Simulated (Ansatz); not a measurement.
In₆WO₁₂: levels and charges under dearer methods

A database entry relaxed whole under r2SCAN at zero pressure (R-3, No. 148):

```
CELL_PARAMETERS angstrom
4.75928 2.74777 2.98382
-4.75928 2.74777 2.98382
0.00000 -5.49554 2.98382
ATOMIC_POSITIONS crystal
In 0.13959 0.32248 0.60498
In 0.60498 0.13959 0.32248
In 0.32248 0.60498 0.13959
In 0.86041 0.67752 0.39502
In 0.39502 0.86041 0.67752
In 0.67752 0.39502 0.86041
W 0.00000 0.00000 0.00000
O 0.95895 0.10185 0.29533
O 0.29533 0.95895 0.10185
O 0.10185 0.29533 0.95895
O 0.04105 0.89815 0.70467
O 0.70467 0.04105 0.89815
O 0.89815 0.70467 0.04105
O 0.40609 0.58615 0.82413
O 0.82413 0.40609 0.58615
O 0.58615 0.82413 0.40609
O 0.59391 0.41385 0.17587
O 0.17587 0.59391 0.41385
O 0.41385 0.17587 0.59391
```

Its volume is 12.32 Å³ an atom, +1.1 % against the entry's 12.19, a cell as deposited in COD (1982).

Single points on this cell with plane-wave PAW DFT (Ansatz 0.2.0; r2SCAN 500 eV, hybrids 420 eV; fermi-dirac occupations of width 0.020 eV; no moments): r2SCAN on a 4×4×4 Γ-centred mesh; r2SCAN with spin-orbit coupling on a 2×2×2 Γ-centred mesh; HSE06 on a 2×2×2 Γ-centred mesh; PBE0 on a 2×2×2 Γ-centred mesh.

**Question.** What does each level give for gap and charges?

**Answer.** The runs give:

```csv
level,"gap (eV), or kind",pressure (GPa),Bader charge of In (e),Bader charge of W (e),Bader charge of O (e)
r2SCAN,2.71,0.0,+2.00,+3.18,-1.26
r2SCAN with spin-orbit coupling,2.70,-0.1,+2.00,+3.19,-1.26
HSE06,3.70,-1.4,+2.01,+3.26,-1.28
PBE0,4.43,-1.5,+2.01,+3.27,-1.28
```

Under r2SCAN the gap is 2.71 eV, over mesh and band path. HSE06 moves it by +0.99 eV and PBE0 by +1.72 eV; PBE0 keeps its exact exchange at long range, which widens the gap over HSE06's by 0.73 eV on their common mesh. Spin-orbit coupling moves the r2SCAN gap by -0.01 eV. The charge on W goes from +3.18 to +3.26 e under HSE06.

Caveats: the relaxation kept the start's symmetry; HSE06 is read on its mesh and at the zone's corners, PBE0 on its mesh alone; hybrid pressures are good to a few tenths of a GPa; pressure is positive in compression.
